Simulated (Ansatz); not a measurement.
Computed map of one atom of the cell: HgTe (zinc blende)

HgTe (zinc blende)

```yaml
crystal:
  lattice:
    - [0.00000, 3.32533, 3.32533]
    - [3.32533, 0.00000, 3.32533]
    - [3.32533, 3.32533, 0.00000]
  atoms:
    - { symbol: Te, position: [0.75000, 0.75000, 0.75000] }
    - { symbol: Hg, position: [0.00000, 0.00000, 0.00000] }
```

In this cell atom 1 (Te, nearest neighbour Hg at 2.880 Å; its periodic images, 4.7 Å or more away, move with it) is moved by u·(1.000, 0.000, 0.000) + v·(0.000, 1.000, 0.000); the rest is frozen.

All values below come from PBE (plane waves to 420 eV, PAW, scalar-relativistic; Ansatz, an electronic-structure program). k mesh 10×10×10 (Γ-centred), Fermi-Dirac smearing 0.05 eV. Energies are smeared free energies. Points where atoms come too close for the PAW data are left out (x in tables, blank in figures). With partly filled bands, energies and forces of such displacements shift with the k mesh and the smearing. Fu and Fv are the components of the force on the atom. At this level the bands of HgTe touch or barely overlap. HgTe was relaxed with its symmetry unable to fall. Spin-orbit coupling is left out, though Hg and Te are heavy. The relaxed volume of HgTe is well above the measured one; the method has no dispersion term. ΔE is measured from the undisplaced structure. Axes are in Å.

ΔE (meV/cell), with u across and v down:

| v \ u | -0.950 | -0.475 | 0.000 | 0.475 | 0.950 |
|---|---|---|---|---|---|
| -0.950 | x | 2622 | 1174 | 2622 | x |
| -0.475 | 2622 | 930 | 291 | 930 | 2622 |
| 0.000 | 1174 | 291 | 0 | 291 | 1174 |
| 0.475 | 2622 | 930 | 291 | 930 | 2622 |
| 0.950 | x | 2622 | 1174 | 2622 | x |

Fv (eV/Å), with u across and v down:

```
v \ u   -0.950  -0.475  0.000  0.475  0.950
------  ------  ------  -----  -----  -----
-0.950       x    4.32   2.47   4.32      x
-0.475    6.13    2.59   1.21   2.59   6.13
0.000     0.00    0.00   0.00   0.00   0.00
0.475    -6.13   -2.59  -1.21  -2.59  -6.13
0.950        x   -4.32  -2.47  -4.32      x
```

Key numbers:

Lowest place on the grid: u = 0.000 Å, v = 0.000 Å (0 meV/cell).

(For displaced atoms, the force is minus the slope of the energy, and its curvature is a force constant, which sets phonon frequencies.)
